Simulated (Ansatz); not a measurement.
Problem. Name crystals whose computed values (the program Ansatz at the r²SCAN level (PAW)) fall in these windows: G_Hill (GPa) 21 to 28; highest Γ mode, no LO–TO term (cm⁻¹) 76 to 100.

Solution. 

```csv
crystal,G_Hill (GPa),"highest Γ mode, no LO–TO term (cm⁻¹)"
"Cd, hcp (Mg type)",23.5,88
```
Others may fit too.

The cell was relaxed under the symmetry of its start. Scalar-relativistic: spin–orbit coupling is off unless named, which matters more the heavier the elements.

Potentials: the later of the program's two PAW sets.
